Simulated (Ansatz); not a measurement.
**BaB$_{3}$Pt: input and output**

The input, for Ansatz 0.2.0 (plane waves, PAW):

```yaml
crystal:
  lattice:
    - [0.0, 4.008041, 0.0]
    - [4.008041, 0.0, 0.0]
    - [2.00402, 2.00402, -4.494115]
  atoms:
    - { symbol: Ba, position: [0.0, 0.0, 0.0] }
    - { symbol: Pt, position: [0.6479, 0.6479, 0.7042] }
    - { symbol: B, position: [0.4004, 0.4004, 0.1992] }
    - { symbol: B, position: [0.7537, 0.2537, 0.4926] }
    - { symbol: B, position: [0.2537, 0.7537, 0.4926] }
  symmetry: { tolerance: 0.0003 }
kpoints:
  mp_grid: { grid: [9, 9, 9], shift: [0, 0, 0] }
  band_path:
    path:
      - [0.0, 0.0, 0.0]
      - [0.5, 0.5, 0.5]
      - [0.5, 0.5, 0.75]
      - [0.5, 0.0, 0.5]
      - [0.0, 0.0, 0.0]
      - [0.0, 0.0, 0.5]
      - [0.40057721, 0.0, 0.7002886]
      - [0.59942279, 0.0, 0.2997114]
      - [0.0, 0.0, 0.0]
      - [0.5, 0.5, 0.5]
      - [0.59942279, 0.40057721, 0.5]
    npoints: 6
magnetization:
  spin_polarized: false
scf:
  occupations: { method: gaussian, width: 0.1571 }
  lower_state_search: "off"
  max_iter: 200
hamiltonian:
  pseudopotentials: { kind: paw }
  xc: pbe
basis:
  ecutwfc: 420
  fft_grid_basis: typed
output:
  forces: true
  stress: true
  eigenvalues: true
  bader: true
  populations: true
  elf: true
  write_potential: true
  volumetric_format: npy
  dos:
    e_range: [-12, 8]
    de: 0.05
    projected: { site_lists: { B: [B], Ba: [Ba], Pt: [Pt] } }
checkpoint:
  read: saved_state
```

The saved state is an earlier solution for the same cell, perhaps on another mesh. 

Output (shortened):

```
Free energy (F): -18937.2892 eV
Harris-Foulkes:  -18937.2892 eV  (|F-HF|=7.89e-10)
Internal energy: -18937.2543 eV  (E = F + TS)
E sigma→0 (E₀):  -18937.2717 eV
Entropy (-TS):   -0.0349 eV (-6.975 meV/atom)
Fermi energy:    12.6324 eV
--- Per-component energies (eV) ---
  E_band       = -257.3893
  E_kinetic    = 937.2611
  E_local      = -2773.0260  (includes V_loc(G=0)·N_el)
  E_nonlocal   = 293.7518
  E_hartree    = 1083.7364
  E_xc         = -524.0556
  E_vxc        = -550.3015  (∫ρ·V_xc dr)
  E_paw        = -14915.1411  (= ΣΔE_a)
  E_vpaw       = -332.5473  (= ΣTr[D̂ρ^β])
  E_aug_tail   = 0.0002  (compensation charges beyond the density's cutoff)
  E_ewald      = -3039.7810
  E_smearing   = -0.0349  (= −TS)
--- Forces (eV/Å), atoms counted from 1 ---
  atom   1  Ba     0.0000     0.0000    -0.0633
  atom   2  Pt     0.0000     0.0000     0.3275
  atom   3  B      0.0000     0.0000    -1.7289
  atom   4  B      0.0000     0.0000     0.7322
  atom   5  B      0.0000     0.0000     0.7322
--- Stress (GPa, compression-positive) ---
        2.7320       0.0000       0.0000
        0.0000       2.7320       0.0000
        0.0000       0.0000       4.5430
  P = ⅓ Tr σ = 3.3357 GPa (33.357 kbar)
--- Bader charges: 5 sites ---
  site symbol  charge [e]  shift [e]
     0     Ba      1.1537     0.0000
     1     Pt     -0.7716     0.0059
     2      B     -0.2978     0.0013
     3      B     -0.0422     0.0023
     4      B     -0.0421     0.0023
```

Origin: a known structure type with other elements, at an estimated volume, so it need not be a known compound. Caveats: many states at the Fermi level without spin polarisation, so a magnetic state may lie lower; atoms or cell far from equilibrium; wide smearing.
